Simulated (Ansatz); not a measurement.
Input and output for bcc Nb (111), 5 layers: DFT, LDA, all-electron LAPW, scalar-relativistic (Ansatz 0.2.0).

The slab is cut from a bulk crystal relaxed on PAW files (its atoms may have been relaxed since).

Command: `ansatz run input.yaml --threads 2 --pin off --max-ram 4096MiB --backend cpu --events-out ev --progress --plain --runs-dir out` It took 86 s on 2 threads of Arm Neoverse V2 (shared host), peak memory 0.77 GiB.

```yaml
crystal:
  lattice:
    - [4.5946883331, 0.0, 0.0]
    - [-2.2973441665, 3.9791168189, 0.0]
    - [0.0, 0.0, 19.7515]
  atoms:
    - { symbol: Nb, position: [0.833333333, 0.166666667, 0.4050313315] }
    - { symbol: Nb, position: [0.166666667, 0.833333333, 0.4525156656] }
    - { symbol: Nb, position: [0.5, 0.5, 0.5] }
    - { symbol: Nb, position: [0.833333333, 0.166666667, 0.5474843344] }
    - { symbol: Nb, position: [0.166666667, 0.833333333, 0.5949686685] }
kpoints:
  mp_grid: { grid: [8, 8, 1] }
scf:
  occupations: { method: fermi_dirac, width: 0.1 }
hamiltonian:
  xc: lda
  pseudopotentials: { kind: all_electron, lapw: { basis_error: 0.001 } }
output:
  forces: true
  stress: true
  eigenvalues: true
  populations: true
  dos: { projected: true, de: 0.2, e_range: [-14, 8] }
efield:
  axis: 3
  amplitude: 0
  dipole_correction: true
```

Output:

```
Nb: projections on atomic orbitals take those of the free atom 1s2 2s2 2p6 3s2 3p6 3d10 4s2 4p6 4d4 5s1, of charge +0.00 (hamiltonian.pseudopotentials.projection_atoms)
LAPW: plane waves up to 7.725 Å⁻¹, error target 1.0e-3 eV per atom; small_component_spin mean_spin; Nb in spheres of 1.407 Å, 29 of its electrons in bands, Dirac shells [] (how accurate: hamiltonian.pseudopotentials.lapw.basis_error, Limitations)
Engine: ansatz 0.2.0
Pseudopotentials: kind: all_electron
Pseudopotential: Nb, LAPW, valence charge 29, lapw/all_electron/scalar/gaussian/Nb, Koelling and Harmon's equation, gaussian nucleus
Functional definition: SPW92
  exchange = slater_x
  correlation = pw_c
Crystal: 5 atoms, lattice volume = 361.113 Å³
Basis set: ecut = 227.34247139010657 eV, 2845 PW (Γ), exchange–correlation at level 2
Bands: 87, of which v1, the nominal top of the filled ones, is band 73 counted from 1 (72 counted from 0)
Symmetry: 6 space group operations
k-points: 10 of 64 (time reversal used)
Non-local potential: Nb, projectors of the file, none
Initial density: superposition of atomic densities (neutral atoms: chi_scale 0, normalization atom)
Initial wavefunctions: plane waves of lowest kinetic energy (no species holds an atomic orbital)
Functional: x = slater, c = lda
iter 1 solved again at ethr=2.24e-2 eV; its pass at ethr=1.00e-1 eV (dr2=3.25e1 eV) is discarded
SCF iter   1: F=—  HF=-519180.263391 eV  |F-HF|=—  |Δ(HF+E_count)|=         —  Δρ=3.69e-2  dr2=3.26e1  ethr=2.24e-2  p=0.000 e·Å  D=2.96e-14 V/Å  ΔV_dip=-0.00 eV  dr2_dipole=2.77e-27  V_vac-E_F(+/−)=6.35/6.35 eV  ⟨swp⟩=2.0  Hψ=5042  notcnv=0
efield: sawtooth ramp at fractional position 0.9500 (placed from the atoms, in the widest stretch of the axis that holds none; the zero of the levels goes with the place), width 0.1000; the density the first Hamiltonian is built on has a dipole p = 0.000 e·Å; the dipole correction subtracts the counter field D = 5.79e-15 V/Å, which shifts the + side's vacuum level by -0.00 eV against the − side's; the planar-averaged density in the ramp window peaks in size at 2.4e-6 e/Å³
preconditioner: auto → LDOS  [metal: Δε(μ)=0.039 eV  Ē_g=4.573 eV  σ=0.100 eV  W_gap=0.10  n_scr=80 (ndim 8)  ℏωp=9.8 eV  f_vac=0.655  D(μ)=4.81/eV (n_scr^D=8)  β→1.0]
SCF iter   2: F=—  HF=-519180.827512 eV  |F-HF|=—  |Δ(HF+E_count)|=   5.64e-1  Δρ=5.54e-2  dr2=9.11e1  ethr=2.24e-2  p=0.000 e·Å  D=1.31e-7 V/Å  ΔV_dip=-0.00 eV  dr2_dipole=3.78e-11  V_vac-E_F(+/−)=1.99/1.99 eV  ⟨swp⟩=3.0  Hψ=2640  notcnv=0  recentre
SCF iter   3: F=—  HF=-519174.925140 eV  |F-HF|=—  |Δ(HF+E_count)|=    5.90e0  Δρ=1.77e-2  dr2=7.89e0  ethr=2.24e-2  p=0.000 e·Å  D=5.11e-8 V/Å  ΔV_dip=-0.00 eV  dr2_dipole=1.02e-13  V_vac-E_F(+/−)=5.03/5.03 eV  ⟨swp⟩=3.0  Hψ=2607  notcnv=0
iter 4 solved again at ethr=1.87e-4 eV; its pass at ethr=5.44e-3 eV (dr2=2.72e-1 eV) is discarded
SCF iter   4: F=—  HF=-519173.946453 eV  |F-HF|=—  |Δ(HF+E_count)|=   9.79e-1  Δρ=3.33e-3  dr2=2.65e-1  ethr=1.87e-4  p=-0.000 e·Å  D=-2.07e-8 V/Å  ΔV_dip=0.00 eV  dr2_dipole=4.09e-13  V_vac-E_F(+/−)=4.07/4.07 eV  ⟨swp⟩=2.0  Hψ=4352  notcnv=0
SCF iter   5: F=—  HF=-519173.916634 eV  |F-HF|=—  |Δ(HF+E_count)|=         —  Δρ=8.51e-4  dr2=4.43e-3  ethr=1.83e-4  p=-0.000 e·Å  D=-3.64e-9 V/Å  ΔV_dip=0.00 eV  dr2_dipole=2.66e-14  V_vac-E_F(+/−)=3.80/3.80 eV  ⟨swp⟩=3.0  Hψ=2694  notcnv=0
the basis was enlarged: its passes take 1.6 MiB over the memory plan, 2 of 2 planned eigensolver slots
SCF iter   6: F=—  HF=-519173.916757 eV  |F-HF|=—  |Δ(HF+E_count)|=   1.23e-4  Δρ=3.01e-4  dr2=9.08e-4  ethr=3.05e-6  p=0.000 e·Å  D=8.78e-9 V/Å  ΔV_dip=-0.00 eV  dr2_dipole=6.49e-14  V_vac-E_F(+/−)=3.74/3.74 eV  ⟨swp⟩=3.1  Hψ=2789  notcnv=0
SCF iter   7: F=—  HF=-519173.916686 eV  |F-HF|=—  |Δ(HF+E_count)|=   7.10e-5  Δρ=5.85e-5  dr2=3.55e-5  ethr=6.26e-7  p=0.000 e·Å  D=1.57e-8 V/Å  ΔV_dip=-0.00 eV  dr2_dipole=1.00e-15  V_vac-E_F(+/−)=3.74/3.74 eV  ⟨swp⟩=2.6  Hψ=2664  notcnv=0
SCF iter   8: F=—  HF=-519173.916685 eV  |F-HF|=—  |Δ(HF+E_count)|=   1.39e-6  Δρ=2.16e-5  dr2=4.30e-6  ethr=2.45e-8  p=0.000 e·Å  D=9.92e-9 V/Å  ΔV_dip=-0.00 eV  dr2_dipole=3.22e-15  V_vac-E_F(+/−)=3.74/3.74 eV  ⟨swp⟩=3.0  Hψ=2756  notcnv=0
SCF iter   9: F=—  HF=-519173.916686 eV  |F-HF|=—  |Δ(HF+E_count)|=   1.14e-6  Δρ=4.83e-6  dr2=3.03e-7  ethr=2.97e-9  p=0.000 e·Å  D=3.53e-9 V/Å  ΔV_dip=-0.00 eV  dr2_dipole=7.39e-17  V_vac-E_F(+/−)=3.74/3.74 eV  ⟨swp⟩=3.0  Hψ=2732  notcnv=0
SCF iter  10: F=-519173.916686 eV  HF=-519173.916686 eV  |F-HF|=2.21e-9  |Δ(HF+E_count)|=   4.48e-8  Δρ=1.67e-6  dr2=1.55e-8  ethr=2.09e-10  p=0.000 e·Å  D=1.62e-9 V/Å  ΔV_dip=-0.00 eV  dr2_dipole=1.12e-17  V_vac-E_F(+/−)=3.74/3.74 eV  ⟨swp⟩=3.0  Hψ=2800  notcnv=0
SCF 1 converged in 10 iterations: F = -519173.916686 eV  dr2 = 1.55e-8
SCF converged after 10 iterations
Free energy (F): -519173.916686 eV
Harris-Foulkes:  -519173.916686 eV  (|F-HF|=2.21e-9)
Internal energy: -519173.704710 eV  (E = F + TS)
E sigma→0 (E₀):  -519173.810698 eV
Entropy (-TS):   -0.211976 eV (-42.395 meV/atom)
Fermi energy:    2.239117 eV
Dipole field:    D = 0.000000 V/Å  (p = 0.000000 e·Å, saw-weighted, corrected)
Work function:   Φ+ = 3.7360 eV   Φ− = 3.7360 eV
Levels:          The Fermi level and band energies are counted from a zero that moves with the ramp; work functions are not
--- Per-component energies (eV) ---
  E_band       = -21067.351426
  E_kinetic    = 536938.511347
  E_xc         = -15635.546117
  E_efield     = 0.000000  (sawtooth field / dipole correction)
  E_electrostatic = -1040476.669940  (all electrons and nuclei)
  E_smearing   = -0.211976  (= −TS)
  E_closure    = 0.000000  (closes the sum)
  E_atoms      = -519124.548231  (free atoms, spherical and without spin; not in F)
  Σ components = -519173.916686   (vs F -519173.916686, Δ=0.00e0)
  Basis errors (estimates in eV, not in F): energy 3.6e-4 per atom: plane waves 3.2e-4 (1.9e-4 summed), levels above the bands 2.2e-18, relativity 5.6e-9, radial functions 3.8e-5, core shells 2.0e-7; eigenvalues (radial functions only) 1.0e-6; not estimated: angular momenta, meshes, grids; target (lapw.basis_error) 1.0e-3; muffin-tin radii Nb 1.407 Å
--- Forces (eV/Å), atoms counted from 1 ---
  atom   1  Nb     0.00000000     0.00000000     2.23655325
  atom   2  Nb    -0.00000000    -0.00000000     0.74344559
  atom   3  Nb     0.00000000     0.00000000    -0.00000000
  atom   4  Nb     0.00000000     0.00000000    -0.74344559
  atom   5  Nb    -0.00000000    -0.00000000    -2.23655323
  max |Σ_I F_I| component: 9.12e-10 eV/Å
--- Stress (GPa, compression-positive) ---
       -4.826250       0.000000      -0.000000
        0.000000      -4.826250       0.000000
       -0.000000       0.000000      -4.341460
  P = ⅓ Tr σ = -4.6647 GPa (-46.647 kbar)
--- Band table (eV; the first three rows and the last of 10) ---
  k-point 0: bands = ["-340.3557", "-340.3557", "-340.3247", "-340.3247", "-340.3247", "-340.3247", "-340.1289", "-340.1190", "-340.1190", "-339.7037", "-339.7037", "-339.6884", "-339.6884", "-339.6884", "-339.6884", "-190.5933", "-190.5933", "-190.5933", "-190.5933", "-190.5842", "-190.5842", "-190.5618", "-190.5618", "-190.5618", "-190.5618", "-190.3897", "-190.3808", "-190.3808", "-190.3570", "-190.3570", "-189.9559", "-189.9559", "-189.9559", "-189.9559", "-189.9412", "-189.9412", "-189.9257", "-189.9257", "-189.9257", "-189.9257", "-52.3883", "-52.3555", "-52.1796", "-51.7651", "-51.7413", "-28.6751", "-28.6687", "-28.6150", "-28.6150", "-28.6117", "-28.6117", "-28.4771", "-28.4771", "-28.2574", "-27.9382", "-27.8511", "-27.8511", "-27.8181", "-27.5509", "-27.5509", "-2.6398", "-0.7723", "-0.7723", "-0.4080", "0.9111", "0.9111", "0.9116", "1.0575", "1.3838", "1.3838", "1.6480", "1.6480", "1.9928", "2.0336", "2.0336", "2.8290", "4.2476", "4.2476", "4.3625", "4.5473", "4.5473", "4.7582", "5.4115", "5.4115", "5.9818", "5.9818", "6.0054"]
  k-point 1: bands = ["-340.3557", "-340.3557", "-340.3247", "-340.3247", "-340.3247", "-340.3247", "-340.1289", "-340.1190", "-340.1190", "-339.7037", "-339.7037", "-339.6884", "-339.6884", "-339.6884", "-339.6884", "-190.5933", "-190.5933", "-190.5933", "-190.5933", "-190.5842", "-190.5842", "-190.5618", "-190.5618", "-190.5618", "-190.5618", "-190.3897", "-190.3808", "-190.3808", "-190.3570", "-190.3570", "-189.9559", "-189.9559", "-189.9559", "-189.9559", "-189.9412", "-189.9412", "-189.9257", "-189.9257", "-189.9257", "-189.9257", "-52.3836", "-52.3543", "-52.1776", "-51.7677", "-51.7473", "-28.7197", "-28.7166", "-28.6875", "-28.6594", "-28.5653", "-28.5381", "-28.4338", "-28.4310", "-28.2741", "-27.9201", "-27.8579", "-27.8369", "-27.7836", "-27.5911", "-27.5510", "-2.4436", "-0.7114", "-0.6491", "-0.3818", "0.4608", "0.8102", "0.8430", "1.0470", "1.3992", "1.5051", "1.6598", "1.7983", "2.1834", "2.2235", "2.2377", "2.9608", "3.9993", "4.1347", "4.4047", "4.5848", "4.5952", "4.7946", "5.1331", "5.3765", "5.9325", "5.9942", "6.1311"]
  k-point 2: bands = ["-340.3557", "-340.3557", "-340.3247", "-340.3247", "-340.3247", "-340.3247", "-340.1289", "-340.1190", "-340.1190", "-339.7037", "-339.7037", "-339.6884", "-339.6884", "-339.6884", "-339.6884", "-190.5933", "-190.5933", "-190.5933", "-190.5933", "-190.5842", "-190.5842", "-190.5618", "-190.5618", "-190.5618", "-190.5618", "-190.3897", "-190.3808", "-190.3808", "-190.3570", "-190.3570", "-189.9559", "-189.9559", "-189.9559", "-189.9559", "-189.9412", "-189.9412", "-189.9257", "-189.9257", "-189.9257", "-189.9257", "-52.3724", "-52.3514", "-52.1715", "-51.7744", "-51.7621", "-28.8160", "-28.8020", "-28.7079", "-28.6415", "-28.5696", "-28.5068", "-28.3591", "-28.3590", "-28.2938", "-27.8951", "-27.8208", "-27.8004", "-27.7656", "-27.6681", "-27.5530", "-1.9065", "-0.6169", "-0.3214", "-0.2932", "0.1774", "0.5252", "0.7045", "1.0562", "1.2473", "1.5757", "1.7614", "1.8948", "2.4920", "2.4940", "2.6750", "3.4842", "3.5832", "3.9020", "4.2421", "4.4622", "4.4976", "4.8458", "4.9325", "5.3575", "5.6276", "5.8425", "6.1413"]
  k-point 9: bands = ["-340.3557", "-340.3557", "-340.3247", "-340.3247", "-340.3247", "-340.3247", "-340.1289", "-340.1190", "-340.1190", "-339.7037", "-339.7037", "-339.6884", "-339.6884", "-339.6884", "-339.6884", "-190.5933", "-190.5933", "-190.5933", "-190.5933", "-190.5842", "-190.5842", "-190.5618", "-190.5618", "-190.5618", "-190.5618", "-190.3897", "-190.3808", "-190.3808", "-190.3570", "-190.3570", "-189.9559", "-189.9559", "-189.9559", "-189.9559", "-189.9412", "-189.9412", "-189.9257", "-189.9257", "-189.9257", "-189.9257", "-52.3521", "-52.3494", "-52.1559", "-51.7901", "-51.7868", "-28.8616", "-28.8615", "-28.7075", "-28.7043", "-28.5551", "-28.4963", "-28.3687", "-28.3631", "-28.2324", "-27.8505", "-27.8073", "-27.8006", "-27.6617", "-27.6439", "-27.6306", "-0.6341", "-0.5009", "-0.4214", "0.0141", "0.2259", "0.2572", "0.9569", "1.3136", "1.4188", "1.8692", "1.9385", "2.2645", "2.2932", "2.3475", "2.9707", "3.0116", "3.3856", "3.5428", "3.8419", "4.0721", "4.3732", "4.5529", "5.0838", "5.2448", "5.4684", "5.8059", "6.0635"]
--- Löwdin populations: 5 sites ---
  site symbol       q [e]
     0     Nb     40.9680
     1     Nb     41.0072
     2     Nb     40.8622
     3     Nb     41.0072
     4     Nb     40.9680
  spilling = 0.000914 (of n_electrons = 205.000000)
```

populations.tsv:

```
# site	symbol	l	j	q
# orbitals = lowdin
# n_electrons = 205.000000
# spilling = 0.000914
# projection_atom_Nb: 1s2 2s2 2p6 3s2 3p6 3d10 4s2 4p6 4d4 5s1
0	Nb	0_1S	-	1.999996
0	Nb	0_2S	-	1.999881
0	Nb	0_3S	-	1.997864
0	Nb	0_4S	-	1.962990
0	Nb	0_5S	-	0.830882
0	Nb	1_2P	-	5.999997
0	Nb	1_3P	-	5.999846
0	Nb	1_4P	-	5.972224
0	Nb	2_3D	-	9.999965
0	Nb	2_4D	-	4.204360
1	Nb	0_1S	-	1.999994
1	Nb	0_2S	-	1.999805
1	Nb	0_3S	-	1.996492
1	Nb	0_4S	-	1.939964
1	Nb	0_5S	-	0.744459
1	Nb	1_2P	-	5.999997
1	Nb	1_3P	-	5.999836
1	Nb	1_4P	-	5.971170
1	Nb	2_3D	-	9.999957
1	Nb	2_4D	-	4.355542
2	Nb	0_1S	-	1.999994
2	Nb	0_2S	-	1.999805
2	Nb	0_3S	-	1.996478
2	Nb	0_4S	-	1.939008
2	Nb	0_5S	-	0.714070
2	Nb	1_2P	-	5.999997
2	Nb	1_3P	-	5.999870
2	Nb	1_4P	-	5.979179
2	Nb	2_3D	-	9.999957
2	Nb	2_4D	-	4.233891
3	Nb	0_1S	-	1.999994
3	Nb	0_2S	-	1.999805
3	Nb	0_3S	-	1.996492
3	Nb	0_4S	-	1.939964
3	Nb	0_5S	-	0.744459
3	Nb	1_2P	-	5.999997
3	Nb	1_3P	-	5.999836
3	Nb	1_4P	-	5.971170
3	Nb	2_3D	-	9.999957
3	Nb	2_4D	-	4.355542
4	Nb	0_1S	-	1.999996
4	Nb	0_2S	-	1.999881
4	Nb	0_3S	-	1.997864
4	Nb	0_4S	-	1.962990
4	Nb	0_5S	-	0.830882
4	Nb	1_2P	-	5.999997
4	Nb	1_3P	-	5.999846
4	Nb	1_4P	-	5.972224
4	Nb	2_3D	-	9.999965
4	Nb	2_4D	-	4.204360
```

Next run (atoms relaxed), as changes to the input before:

```diff
   atoms:
-    - { symbol: Nb, position: [0.833333333, 0.166666667, 0.4050313315] }
-    - { symbol: Nb, position: [0.166666667, 0.833333333, 0.4525156656] }
-    - { symbol: Nb, position: [0.5, 0.5, 0.5] }
-    - { symbol: Nb, position: [0.833333333, 0.166666667, 0.5474843344] }
-    - { symbol: Nb, position: [0.166666667, 0.833333333, 0.5949686685] }
+    - { symbol: Nb, position: [0.8333333333, 0.1666666667, 0.4170253679] }
+    - { symbol: Nb, position: [0.1666666667, 0.8333333333, 0.4565698658] }
+    - { symbol: Nb, position: [0.5, 0.5, 0.4999999902] }
+    - { symbol: Nb, position: [0.8333333333, 0.1666666667, 0.5434301367] }
+    - { symbol: Nb, position: [0.1666666667, 0.8333333333, 0.5829746395] }
 kpoints:
   eigenvalues: true
-  populations: true
-  dos: { projected: true, de: 0.2, e_range: [-14, 8] }
+relax:
+  f_tol: 0.01
+  max_steps: 12
 efield:
```

Command: `ansatz run input.yaml --threads 2 --pin off --max-ram 4096MiB --backend cpu --events-out ev --progress --plain --runs-dir out` It took 3.1 min on 2 threads of Arm Neoverse V2 (shared host), peak memory 1 GiB.

Results part of the output:

```
SCF converged after 3 iterations
Free energy (F): -519174.625962 eV
Harris-Foulkes:  -519174.625962 eV  (|F-HF|=2.33e-9)
Internal energy: -519174.466739 eV  (E = F + TS)
E sigma→0 (E₀):  -519174.546350 eV
Entropy (-TS):   -0.159224 eV (-31.845 meV/atom)
Fermi energy:    2.050247 eV
Dipole field:    D = 0.000000 V/Å  (p = 0.000000 e·Å, saw-weighted, corrected)
Work function:   Φ+ = 3.9704 eV   Φ− = 3.9704 eV
Levels:          The Fermi level and band energies are counted from a zero that moves with the ramp; work functions are not
[... lines left out ...]
  k-point 2: bands = ["-431.5416", "-431.5416", "-431.5406", "-430.9404", "-430.9404", "-340.1643", "-340.1643", "-340.1589", "-340.1589", "-340.1570", "-340.1563", "-340.1563", "-340.1563", "-340.1563", "-339.5630", "-339.5630", "-339.5559", "-339.5559", "-339.5559", "-339.5559", "-190.4232", "-190.4167", "-190.4167", "-190.4147", "-190.4147", "-190.4147", "-190.4147", "-190.3947", "-190.3947", "-190.3947", "-190.3947", "-190.3946", "-190.3946", "-190.3877", "-190.3877", "-189.8183", "-189.8183", "-189.8183", "-189.8183", "-189.7933", "-189.7933", "-189.7933", "-189.7933", "-189.7922", "-189.7922", "-52.3885", "-52.2830", "-52.2380", "-51.7602", "-51.7142", "-29.1131", "-29.0455", "-28.9833", "-28.8371", "-28.5896", "-28.5450", "-28.4187", "-28.3843", "-28.3501", "-27.8257", "-27.7725", "-27.6924", "-27.5439", "-27.5338", "-27.5040", "-2.0806", "-1.0898", "-0.9191", "-0.5092", "-0.2025", "0.3413", "0.3636", "0.8730", "1.1327", "1.2903", "1.3660", "1.4230", "2.4195", "2.4504", "2.6890", "3.6232", "3.6902", "3.8555", "4.0388", "4.3138", "4.6407", "5.2572", "5.4062", "5.5274", "5.8096", "5.8258", "6.2309", "6.3529"]
  k-point 9: bands = ["-431.5416", "-431.5416", "-431.5406", "-430.9404", "-430.9404", "-340.1643", "-340.1643", "-340.1589", "-340.1589", "-340.1570", "-340.1563", "-340.1563", "-340.1563", "-340.1563", "-339.5630", "-339.5630", "-339.5559", "-339.5559", "-339.5559", "-339.5559", "-190.4232", "-190.4167", "-190.4167", "-190.4147", "-190.4147", "-190.4147", "-190.4147", "-190.3947", "-190.3947", "-190.3947", "-190.3947", "-190.3946", "-190.3946", "-190.3877", "-190.3877", "-189.8183", "-189.8183", "-189.8183", "-189.8183", "-189.7933", "-189.7933", "-189.7933", "-189.7933", "-189.7922", "-189.7922", "-52.3108", "-52.3004", "-52.2595", "-51.7609", "-51.7561", "-29.1646", "-29.1441", "-28.9034", "-28.7925", "-28.7150", "-28.6206", "-28.3557", "-28.3134", "-28.2460", "-27.8016", "-27.7709", "-27.6631", "-27.6611", "-27.4847", "-27.4772", "-1.2008", "-0.8943", "-0.6486", "-0.4544", "-0.3248", "-0.1676", "0.7481", "1.0779", "1.1482", "1.5753", "1.7516", "2.0088", "2.1978", "2.2128", "2.8177", "2.9542", "3.2335", "3.5187", "3.8647", "4.1321", "4.4918", "4.8394", "5.0926", "5.4783", "5.8785", "6.0972", "6.3142", "6.6734"]
--- Relaxed structure (2 steps of the walk, 2 accepted, 0 SCFs on fresh bases) ---
  F+E_penalty+E_count = -519174.62596235 eV   max|allowed force component| = 6.269e-4 eV/Å
  atoms:
    - { symbol: Nb, position: [0.8333333333333334, 0.16666666666666669, 0.41702536790000005] }
    - { symbol: Nb, position: [0.16666666666666666, 0.8333333333333335, 0.45656986580000003] }
    - { symbol: Nb, position: [0.5, 0.5, 0.4999999902] }
    - { symbol: Nb, position: [0.8333333333333334, 0.16666666666666669, 0.5434301367] }
    - { symbol: Nb, position: [0.16666666666666666, 0.8333333333333335, 0.5829746395] }
```

Next run (no images along the normal), as changes to the input before:

```diff
+  periodic: [true, true, false]
 kpoints:
   eigenvalues: true
-relax:
-  f_tol: 0.01
-  max_steps: 12
-efield:
-  axis: 3
-  amplitude: 0
-  dipole_correction: true
```

Results part of the output:

```
Warning: crystal.periodic: the lattice vector that does not repeat stood 0.000° off the slab's normal, 19.752 Å along it as the deck builds it. The run solves the slab on a vector along the normal, 30.355 Å long, with every atom where it was (on the deck's vector they left 16.47 Å outside them, and the widest stretch free of ions among them is 0.86 Å). A fractional position that the run reports is
SCF 1 converged in 9 iterations: F = -519174.626055 eV  dr2 = 7.21e-8
SCF converged after 9 iterations
Free energy (F): -519174.626055 eV
[... lines left out ...]
  k-point 1: bands = ["-437.5621", "-437.5621", "-437.5610", "-436.9609", "-436.9609", "-346.1849", "-346.1849", "-346.1793", "-346.1793", "-346.1774", "-346.1768", "-346.1768", "-346.1768", "-346.1768", "-345.5836", "-345.5836", "-345.5764", "-345.5764", "-345.5764", "-345.5764", "-196.4436", "-196.4371", "-196.4371", "-196.4352", "-196.4352", "-196.4352", "-196.4352", "-196.4153", "-196.4153", "-196.4153", "-196.4153", "-196.4150", "-196.4150", "-196.4083", "-196.4083", "-195.8389", "-195.8389", "-195.8389", "-195.8389", "-195.8138", "-195.8138", "-195.8138", "-195.8138", "-195.8127", "-195.8127", "-58.4385", "-58.3025", "-58.2506", "-57.7764", "-57.7162", "-35.0642", "-34.9745", "-34.9315", "-34.8793", "-34.6248", "-34.5963", "-34.5522", "-34.5344", "-34.3898", "-33.8137", "-33.8099", "-33.6158", "-33.5789", "-33.5634", "-33.5315", "-8.6501", "-7.2752", "-7.2611", "-6.4534", "-5.8733", "-5.5475", "-5.3015", "-5.0541", "-4.8525", "-4.8360", "-4.5656", "-4.5526", "-4.0364", "-3.7940", "-3.6672", "-2.9720", "-2.0568", "-1.9768", "-1.6027", "-1.5654", "-1.3446", "-0.7992", "-0.7315", "-0.6430", "-0.1469", "-0.0527", "0.0950", "0.4416"]
  k-point 2: bands = ["-437.5621", "-437.5621", "-437.5610", "-436.9609", "-436.9609", "-346.1849", "-346.1849", "-346.1793", "-346.1793", "-346.1774", "-346.1768", "-346.1768", "-346.1768", "-346.1768", "-345.5836", "-345.5836", "-345.5764", "-345.5764", "-345.5764", "-345.5764", "-196.4436", "-196.4371", "-196.4371", "-196.4352", "-196.4352", "-196.4352", "-196.4352", "-196.4153", "-196.4153", "-196.4153", "-196.4153", "-196.4150", "-196.4150", "-196.4083", "-196.4083", "-195.8389", "-195.8389", "-195.8389", "-195.8389", "-195.8138", "-195.8138", "-195.8138", "-195.8138", "-195.8127", "-195.8127", "-58.4090", "-58.3036", "-58.2585", "-57.7807", "-57.7348", "-35.1337", "-35.0660", "-35.0038", "-34.8576", "-34.6102", "-34.5655", "-34.4392", "-34.4048", "-34.3706", "-33.8463", "-33.7930", "-33.7130", "-33.5644", "-33.5544", "-33.5246", "-8.1012", "-7.1103", "-6.9397", "-6.5298", "-6.2231", "-5.6793", "-5.6570", "-5.1476", "-4.8879", "-4.7302", "-4.6545", "-4.5975", "-3.6010", "-3.5702", "-3.3316", "-2.3973", "-2.3303", "-2.1651", "-1.9818", "-1.7068", "-1.3795", "-0.7634", "-0.6125", "-0.4925", "-0.2112", "-0.1948", "0.2153", "0.3323"]
  k-point 9: bands = ["-437.5621", "-437.5621", "-437.5610", "-436.9609", "-436.9609", "-346.1849", "-346.1849", "-346.1793", "-346.1793", "-346.1774", "-346.1768", "-346.1768", "-346.1768", "-346.1768", "-345.5836", "-345.5836", "-345.5764", "-345.5764", "-345.5764", "-345.5764", "-196.4436", "-196.4371", "-196.4371", "-196.4352", "-196.4352", "-196.4352", "-196.4352", "-196.4153", "-196.4153", "-196.4153", "-196.4153", "-196.4150", "-196.4150", "-196.4083", "-196.4083", "-195.8389", "-195.8389", "-195.8389", "-195.8389", "-195.8138", "-195.8138", "-195.8138", "-195.8138", "-195.8127", "-195.8127", "-58.3314", "-58.3210", "-58.2800", "-57.7814", "-57.7767", "-35.1851", "-35.1646", "-34.9240", "-34.8131", "-34.7356", "-34.6412", "-34.3763", "-34.3339", "-34.2665", "-33.8222", "-33.7914", "-33.6837", "-33.6817", "-33.5053", "-33.4978", "-7.2213", "-6.9148", "-6.6691", "-6.4750", "-6.3454", "-6.1882", "-5.2725", "-4.9427", "-4.8723", "-4.4452", "-4.2689", "-4.0117", "-3.8228", "-3.8078", "-3.2028", "-3.0664", "-2.7870", "-2.5019", "-2.1559", "-1.8884", "-1.5288", "-1.1811", "-0.9280", "-0.5422", "-0.1421", "0.0767", "0.2937", "0.6529"]
  the weakly bound empty levels are not read free of the cell's end (augmented_plane_waves)
```

The cell is 1×1, so reconstructions are forbidden, and in slabs of four or five layers the relaxations can be far larger than at a real surface.
